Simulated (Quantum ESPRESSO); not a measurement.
## Ag5Hf2Ta (input and log of a self-consistent run)

Simulated, not a measurement. The program is pw.x of Quantum ESPRESSO 7.5 (plane-wave density functional theory). The cell is made up: eight metal atoms on a hexagonal close-packed lattice, with elements, volume, strain and displacements drawn at random and not relaxed, so it may be unstable or far from any real phase. PseudoDojo standard norm-conserving files set the functional (PBE unless stated); there is no spin polarisation or spin-orbit coupling, the Fermi-Dirac width of 0.25 eV means electrons at about 2900 K, and the masses in the input are unused placeholders. Heavy elements are run without spin-orbit coupling, which real alloys of them have. A spin test at this wide smearing found no moment, but such smearing suppresses magnetism that the real alloy may have.

Input:

```
&control calculation='scf', pseudo_dir='./dojo.nc.sr.pbe.v0_5.standard.upf', outdir='./o', disk_io='minimal', tprnfor=.true., tstress=.true. /
&system ibrav=0, nat=8, ntyp=3, nbnd=78, ecutwfc=82.02448710, nosym=.true., tot_charge=0,
 occupations='smearing', smearing='fd', degauss=0.0183746611
/
&electrons conv_thr=1.470e-08, electron_maxstep=70, mixing_beta=0.5 /
ATOMIC_SPECIES
Ag 1.0 Ag.upf
Hf 1.0 Hf.upf
Ta 1.0 Ta.upf
CELL_PARAMETERS angstrom
2.8997 0.0 0.0
0.0 5.0224 0.0
0.0 0.0 9.6165
ATOMIC_POSITIONS angstrom
Ag -0.0475 0.0424 0.0077
Ag -0.0021 -0.0756 4.74
Hf 0.0644 1.6486 2.4369
Ag 0.0571 1.7127 7.177
Ag 1.4641 2.4957 -0.0046
Hf 1.4393 2.5711 4.8176
Ta 1.3766 4.1347 2.4435
Ag 1.4365 4.1598 7.2113
K_POINTS automatic
8 5 3 1 1 1
```

The log is shortened where brackets say so; the opening notice, blank lines, dates and the lines on written files are dropped, and the path of the files is cut. It prints rydbergs, bohrs and kilobars, and counts compression as positive stress. Its total energy is the free energy E - TS of the whole cell.

```
     Program PWSCF v.7.5
     Parallel version (MPI & OpenMP), running on       4 processor cores
     Number of MPI processes:                 4
     Threads/MPI process:                     1
     [start-up lines left out]
     bravais-lattice index     =            0
     lattice parameter (alat)  =       5.4796  a.u.
     unit-cell volume          =     945.1005 (a.u.)^3
     number of atoms/cell      =            8
     number of atomic types    =            3
     number of electrons       =       132.00
     number of Kohn-Sham states=           78
     kinetic-energy cutoff     =      82.0245  Ry
     charge density cutoff     =     328.0979  Ry
     scf convergence threshold =      1.5E-08
     mixing beta               =       0.5000
     number of iterations used =            8  plain     mixing
     Exchange-correlation= PBE
                           (   1   4   3   4   0   0   0)
     [axes and pseudopotential details left out]
   Cartesian axes
     site n.     atom                  positions (alat units)
         1        Ag     tau(   1) = (  -0.0163810   0.0146222   0.0026554  )
         2        Ag     tau(   2) = (  -0.0007242  -0.0260717   1.6346519  )
         3        Hf     tau(   3) = (   0.0222092   0.5685416   0.8403973  )
         4        Ag     tau(   4) = (   0.0196917   0.5906473   2.4750836  )
         5        Ag     tau(   5) = (   0.5049143   0.8606752  -0.0015864  )
         6        Hf     tau(   6) = (   0.4963617   0.8866779   1.6614132  )
         7        Ta     tau(   7) = (   0.4747388   1.4259061   0.8426734  )
         8        Ag     tau(   8) = (   0.4953961   1.4345622   2.4869124  )
     number of k points=    60  Fermi-Dirac smearing, width (Ry)=  0.0184
                       cart. coord. in units 2pi/alat
        k(    1) = (   0.0625000   0.0577353   0.0502556), wk =   0.0333333
        k(    2) = (   0.0625000   0.0577353  -0.1507669), wk =   0.0333333
     [further k points left out]
     Dense  grid:    94901 G-vectors     FFT dimensions: (  32,  60, 108)
     Estimated max dynamical RAM per process >     387.16 MB
     Estimated total dynamical RAM >       1.44 GB
     Initial potential from superposition of free atoms
     starting charge     131.9931, renormalised to     132.0000
     Starting wfcs are   80 randomized atomic wfcs
     total cpu time spent up to now is        8.0 secs
     per-process dynamical memory:   312.1 Mb
     Self-consistent Calculation
     iteration #  1     ecut=    82.02 Ry     beta= 0.50
     Davidson diagonalization with overlap
     ethr =  1.00E-02,  avg # of iterations =  4.1
     total cpu time spent up to now is       29.9 secs
     total energy              =   -1901.54689934 Ry
     estimated scf accuracy    <       6.86854439 Ry
     iteration #  2     ecut=    82.02 Ry     beta= 0.50
     Davidson diagonalization with overlap
     ethr =  5.20E-03,  avg # of iterations =  5.6
     total cpu time spent up to now is       55.9 secs
     total energy              =   -1899.28085231 Ry
     estimated scf accuracy    <     103.61368883 Ry
     iteration #  3     ecut=    82.02 Ry     beta= 0.50
     Davidson diagonalization with overlap
     ethr =  5.20E-03,  avg # of iterations =  5.2
     total cpu time spent up to now is       81.1 secs
     total energy              =   -1905.82194516 Ry
     estimated scf accuracy    <       1.55397349 Ry
     iteration #  4     ecut=    82.02 Ry     beta= 0.50
     Davidson diagonalization with overlap
     ethr =  1.18E-03,  avg # of iterations =  5.3
     total cpu time spent up to now is      102.2 secs
     total energy              =   -1905.91122407 Ry
     estimated scf accuracy    <       0.65734884 Ry
     iteration #  5     ecut=    82.02 Ry     beta= 0.50
     Davidson diagonalization with overlap
     ethr =  4.98E-04,  avg # of iterations =  3.3
     total cpu time spent up to now is      121.0 secs
     total energy              =   -1905.94409591 Ry
     estimated scf accuracy    <       0.32649884 Ry
     [iterations 6 to 10 left out]
     iteration # 11     ecut=    82.02 Ry     beta= 0.50
     Davidson diagonalization with overlap
     ethr =  1.12E-07,  avg # of iterations =  2.0
     total cpu time spent up to now is      239.9 secs
     total energy              =   -1905.96710577 Ry
     estimated scf accuracy    <       0.00000358 Ry
     iteration # 12     ecut=    82.02 Ry     beta= 0.50
     Davidson diagonalization with overlap
     ethr =  2.71E-09,  avg # of iterations =  3.4
     total cpu time spent up to now is      260.4 secs
     total energy              =   -1905.96710664 Ry
     estimated scf accuracy    <       0.00000039 Ry
     iteration # 13     ecut=    82.02 Ry     beta= 0.50
     Davidson diagonalization with overlap
     ethr =  2.99E-10,  avg # of iterations =  2.5
     total cpu time spent up to now is      280.0 secs
     total energy              =   -1905.96710670 Ry
     estimated scf accuracy    <       0.00000007 Ry
     iteration # 14     ecut=    82.02 Ry     beta= 0.50
     Davidson diagonalization with overlap
     ethr =  5.36E-11,  avg # of iterations =  2.5
     total cpu time spent up to now is      300.0 secs
     total energy              =   -1905.96710670 Ry
     estimated scf accuracy    <       0.00000013 Ry
     iteration # 15     ecut=    82.02 Ry     beta= 0.50
     Davidson diagonalization with overlap
     ethr =  5.36E-11,  avg # of iterations =  2.0
     total cpu time spent up to now is      317.8 secs
     End of self-consistent calculation
     [lines on levels left out]
!    total energy              =   -1905.96710671 Ry
     estimated scf accuracy    <       0.00000001 Ry
     smearing contrib. (-TS)   =      -0.08019887 Ry
     internal energy E=F+TS    =   -1905.88690784 Ry
     The total energy is F=E-TS. E is the sum of the following terms:
     one-electron contribution =    -765.53794116 Ry
     hartree contribution      =     454.51362386 Ry
     xc contribution           =    -318.59086184 Ry
     ewald contribution        =   -1276.27172869 Ry
     convergence has been achieved in  15 iterations
     Forces acting on atoms (cartesian axes, Ry/au):
     atom    1 type  1   force =     0.00255072   -0.01671120   -0.00371017
     atom    2 type  1   force =    -0.00522450    0.04244039    0.04033304
     atom    3 type  2   force =    -0.02017911   -0.00289732   -0.04870070
     atom    4 type  1   force =    -0.00700256   -0.02215201    0.01554084
     atom    5 type  1   force =    -0.00045479    0.01233756   -0.00779634
     atom    6 type  2   force =     0.01392243   -0.04185620    0.03497875
     atom    7 type  3   force =     0.01346768    0.00767427   -0.03702347
     atom    8 type  1   force =     0.00292014    0.02116451    0.00637806
     Total force =     0.113199     Total SCF correction =     0.000948
     Computing stress (Cartesian axis) and pressure
          total   stress  (Ry/bohr**3)                   (kbar)     P=      126.33
   0.00081887   0.00001220   0.00001755          120.46        1.80        2.58
   0.00001220   0.00089666  -0.00000235            1.80      131.90       -0.35
   0.00001755  -0.00000235   0.00086071            2.58       -0.35      126.61
     init_run     :      7.54s CPU      7.83s WALL (       1 calls)
     electrons    :    303.80s CPU    309.79s WALL (       1 calls)
     forces       :      2.98s CPU      3.01s WALL (       1 calls)
     stress       :     10.55s CPU     10.75s WALL (       1 calls)
     [timing details left out]
     PWSCF        :   5m25.03s CPU   5m31.63s WALL
     JOB DONE.
```

In other units: free energy -25932.004 eV for the cell, pressure 12.63 GPa, largest force component 1.252 eV/Å in size. The run took 333 s of wall time with four MPI processes on a shared machine (Intel Xeon, 2023 or later, virtual cores), so the time is rough. A rerun of this cell at a higher cutoff and on a denser mesh moved values by no more than 0.003 eV in energy, 0.27 GPa in stress and 0.009 eV/Å in force, and a second program with other atomic files agreed on that cell to 2 % rms in force and 0.5 GPa in pressure.